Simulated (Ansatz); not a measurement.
Data:

LiTaO3:
```cif
data_LiO3Ta
_chemical_formula_sum 'Ta1 Li1 O3'
_space_group_name_H-M_alt 'P4mm'
_space_group_IT_number 99
_space_group_name_Hall 'P 4 -2'
_cell_length_a 3.91965
_cell_length_b 3.91965
_cell_length_c 3.99915
_cell_angle_alpha 90.000
_cell_angle_beta 90.000
_cell_angle_gamma 90.000
loop_
_atom_site_label
_atom_site_type_symbol
_atom_site_symmetry_multiplicity
_atom_site_Wyckoff_symbol
_atom_site_fract_x
_atom_site_fract_y
_atom_site_fract_z
_atom_site_occupancy
Ta1 Ta 1 b 0.50000 0.50000 0.40862 1
Li1 Li 1 a 0.00000 0.00000 0.15064 1
O1 O 1 b 0.50000 0.50000 0.86650 1
O2 O 2 c 0.00000 0.50000 0.34012 1
```

This is the PBEsol-relaxed structure.

Question: All from the program Ansatz at the PBEsol level (PAW), unless another level is named. Give the electronic dielectric constant ε∞ (DFPT).

Answer: 4.55 (xx = yy), 4.36 (zz).

Question: And the static dielectric constant ε0 (ions relaxed, cell fixed)?

Answer: 39.0 (xx = yy), 15.0 (zz).

Question: Predict the Born charges (a third of the trace).

Answer: Ta +7.33, Li +1.08, O -2.90 to -2.60 e.

Question: Give the largest static χ(2) component.

Answer: 26 pm/V.

The start of the workflow was typed in or built on a structure type; neither database checked (COD, Materials Project) lists it. It is not the phase usual at ambient conditions (space group No. 161). Symmetry was held in the PBEsol relaxation; its stability against distortions is not shown here. The run is not spin-polarised. Spin–orbit coupling is left out wherever it is not named.

Potentials: the earlier of the program's two PAW sets. The files were generated under PBE; for other functionals the program regenerates the frozen cores, and for LDA and PBEsol the local potential too.
